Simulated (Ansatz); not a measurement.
Consider a crystal of Na3TeF in space group Pm-3m (No. 221), with Na on 3d; Te on 1b; F on 1a. Recipe of this trial structure of Na3TeF: antiperovskite family, tilts a0a0a0 (A site Te; B site F; X site Na).

The calculation used DFT PBE, scalar-relativistic, plane waves, PAW (Ansatz 0.2.0). Cutoff 420 eV, Γ-centred mesh, Gaussian smearing, no spin polarisation.

Energies over the elements count from the elements' standard structures at the same level (F₂ as a molecule), with no fitted energy shifts.

**Question.** Which cell and coordinates does it relax to?

**Answer.**

Space group Pm-3m (No. 221). a = 4.733 Å, b = 4.733 Å, c = 4.733 Å, α = 90.00°, β = 90.00°, γ = 90.00°
```json
{"atom": "Na", "site": "3d", "symmetry": "4/mm.m", "x": "0.5000", "y": "0.0000", "z": "0.0000"}
{"atom": "Te", "site": "1b", "symmetry": "m-3m", "x": "0.5000", "y": "0.5000", "z": "0.5000"}
{"atom": "F", "site": "1a", "symmetry": "m-3m", "x": "0.0000", "y": "0.0000", "z": "0.0000"}
```

It has the antiperovskite type. Na is surrounded by 2 F at 2.37 Å, 4 Te at 3.35 Å and 8 Na at 3.35 Å; Te is surrounded by 12 Na at 3.35 Å; F has 6 Na at 2.37 Å.

**Question.** And its energy and gap?

**Answer.** The energy over the elements is −1.641 eV/atom. The gap on the 6×6×6 mesh of the 5-atom cell is 2.10 eV. A negative formation energy is needed for stability but isn't enough: competing phases decide.

The last run used Gaussian smearing of 0.02 eV. These runs have no spin–orbit coupling, which can matter for Te. Kohn–Sham gaps at this level usually fall short of measured ones. The missing spin–orbit coupling can work the other way here. The reference form of Te is held partly by dispersion forces, which this level lacks. A later test with randomly moved atoms came back to the same energy, though modes that don't fit the test's cell weren't probed.
